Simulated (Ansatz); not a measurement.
# Is this Ir2Ru structure a true minimum?

It was reached by relaxing an invented guess, and it needn't be the stable form of this composition.

Computed with DFT PBE, scalar-relativistic, plane waves, PAW (Ansatz 0.2.0). Plane waves to 420 eV, a k mesh through Γ of 18×18×4 on the computed 6-atom cell and Gaussian smearing (0.10 eV); no spin polarisation.

The cell below (6 atoms, space group P6_3/mmc (No. 194)) is relaxed within its symmetry.

```
Ru Ir
1.0
     2.74177    0.00000    0.00000
    -1.37088    2.37444    0.00000
     0.00000    0.00000   13.15829
Ru Ir
2 4
Direct
  0.33333 0.66667 0.25000
  0.66667 0.33333 0.75000
  0.33333 0.66667 0.91411
  0.33333 0.66667 0.58589
  0.66667 0.33333 0.08589
  0.66667 0.33333 0.41411
```

For the test a repeat of it with 12 atoms (edges 2.74, 4.75, 13.16 Å) was strained at random (σ = 1.5 % a component), the atoms were moved at random (σ = 0.15 Å), and all was relaxed again on a coarse 8×6×2 mesh (in the run’s order of axes) with 0.20 eV smearing, with no symmetry imposed.

These runs have no spin–orbit coupling, which can matter for Ir.

Question: What happens?

Answer: It returns, within 1 meV/atom of the unmoved cell on that mesh and with the same symmetry when read at 0.1 Å (Cmcm at 0.01 Å, so small strains and shifts remain). So it is stable against the distortions that fit this cell and that this random move excites. Modes that don't fit the cell aren't tested.
